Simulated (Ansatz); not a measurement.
A geometry of Te2Mo away from equilibrium: the start of the relaxation of a relaxed Te2Mo cell with every coordinate shifted by Gaussian noise of σ = 0.3 Å. Method: r2SCAN (plane waves to 500 eV, PAW, scalar-relativistic; Ansatz, a quantum-chemistry and plane-wave program). Γ-centred k-mesh 8×8×2 on the run's cell (coarser than for final values), Fermi–Dirac smearing 0.05 eV.

```xyz
6
Lattice="3.5637 0.0000 0.0000 -1.7818 3.0862 0.0000 0.0000 0.0000 14.7356" Properties=species:S:1:pos:R:3:forces:R:3 pbc="T T T" free_energy=-37912.064 pressure_GPa=9.4
Mo     0.4220     1.8122    11.4740   -4.7476   -0.3171   -7.6686
Mo     1.6259     0.9845     3.2676    0.3399    1.6341    5.5289
Te    -0.1655     2.1705     1.7739    0.0755   -2.0645   -3.6019
Te     1.8216     1.1347     9.3460    1.2420   -0.5312    0.3620
Te     1.9235     0.6688    12.8107    3.5009    0.8474    7.3008
Te     0.0565     1.5292     5.5977   -0.4107    0.4313   -1.9212
```

Positions in Å, forces in eV/Å, free energy of the cell in eV (comparable only within this code, potentials and settings). Largest force: 9.02 eV/Å, on Mo1 (atoms numbered as listed); the geometry lies 0.77 eV/atom above the end of its relaxation.

No spin polarisation in the result. No dispersion correction is included, so spacings between layers, chains or molecules are soft and tend to come out too large.
